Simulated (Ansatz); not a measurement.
The start is a relaxed Ru cell displaced along its unstable phonon at q = (½, ½, 0) of its primitive reciprocal cell (84i cm⁻¹), largest move 0.15 Å. Cell shape, volume and atoms are optimised at zero target pressure with PBEsol (plane waves to 420 eV, PAW, scalar-relativistic; Ansatz, a quantum-chemistry and plane-wave program). First-step values are on the input's coarse k-mesh.

Ansatz input (later rounds restart from its end on a renewed k-mesh):
Ansatz 0.2 input:
```yaml
crystal:
  lattice:
    - [4.9604459866, 0, 0]
    - [2.4802229933, 2.4802229933, 0]
    - [0, 0, 2.4802229933]
  atoms:
    - { symbol: Ru, position: [0, 0, 0.0604784329] }
    - { symbol: Ru, position: [0.5, 0, -0.0604784329] }
basis: { ecutwfc: 420, ecutrho_ratio: 4, xc_grid: 2, fft_grid_basis: typed }
kpoints: { mp_grid: { grid: [13, 13, 13] } }
hamiltonian:
  xc: pbesol
  dispersion: none
  pseudopotentials: { kind: paw }
scf: { occupations: { method: fermi_dirac, width: 0.05 } }
relax: { f_tol: 0.01, max_steps: 100, cell: { stress_tol: 0.02 } }
output: { forces: true, stress: true }
```

Question: How much energy is released per atom?

Answer: 0.62 eV/atom.

Question: How does the volume change?

Answer: -9.7 %, from 15.26 to 13.77 Å³/atom.

Question: Is the parent structure recovered?

Answer: It does not go back: it reaches I4/mmm (No. 139), AFLOW prototype A_tI2_139_a (A_a), 0.64 eV/atom below the parent.

Question: What band gap does the relaxed structure have at this level?

Answer: No gap (metallic).

Question: Write out the relaxed structure.

Answer: 
Space group I4/mmm (No. 139); a = b = 3.188 Å, c = 2.709 Å, α = β = γ = 90.00°

```csv
atom,site,symmetry,x,y,z
Ru,2b,4/mmm,0.0000,0.0000,0.5000
```
(The calculation used a cell of 1 atom; values per cell refer to that cell.)

Final values are on a 22×22×22 k-mesh of the relaxed cell. No spin polarisation in the result. A magnetic state may lie lower.

The run could not lose the symmetry of its start: the end is stationary, and may be a saddle point rather than a minimum.

The relaxed structure here is a generated cell of Ru: the first start was made by placing the elements on the sites of a structure type, and the end was not matched to a known phase here, so it may be hypothetical. Known forms of Ru include space group No. 194.
